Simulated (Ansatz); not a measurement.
Equation of state of Ca₃PbO

A database entry relaxed whole under r2SCAN (Pm-3m):

```
Ca Pb O
1.0
     4.83690    0.00000    0.00000
     0.00000    4.83690    0.00000
     0.00000    0.00000    4.83690
Ca Pb O
3 1 1
Direct
  0.00000 0.50000 0.50000
  0.50000 0.00000 0.50000
  0.50000 0.50000 0.00000
  0.00000 0.00000 0.00000
  0.50000 0.50000 0.50000
```

The cell was scaled uniformly, its shape held, and the atoms relaxed at each volume with plane-wave PAW DFT (Ansatz 0.2.0; r2SCAN, 500 eV, 7×7×7 Γ-centred mesh, fermi-dirac occupations of width 0.100 eV; no spin, no spin-orbit coupling). One row is withheld.

| volume (Å³/atom) | energy over the lowest (meV/atom) | pressure (GPa) |
| --- | --- | --- |
| 21.275 | 16.4 | 4.09 |
| 21.727 | ? | ? |
| 22.180 | 1.7 | 1.22 |
| 22.632 | 0.0 | 0.00 |
| 23.085 | 1.6 | -1.10 |
| 23.538 | 6.1 | -2.09 |
| 23.990 | 13.3 | -2.98 |

Q: Fit the pressures of the other rows to the third-order Birch-Murnaghan form.

A: With f = [(V₀/V)^(2/3) − 1]/2 and P = 3B₀f(1 + 2f)^(5/2)[1 + 3(B₀′ − 4)f/2], least squares gives V₀ = 22.63 Å³ an atom, B₀ = 57.9 GPa and B₀′ = 4.3; the rows miss the fit by less than 0.01 GPa. The slope of the energies differs from these pressures by less than 0.05 GPa.

Q: What does the withheld row hold?

A: The fit gives 2.58 GPa at 21.727 Å³; the run gave 2.58 GPa and 7.0 meV an atom.

Caveats: the shape of the cell was held; 0 K, fixed nuclei; the symmetry was kept, and this need not be the phase that is stable at 0 K; one mesh for all volumes; pressure is positive in compression.
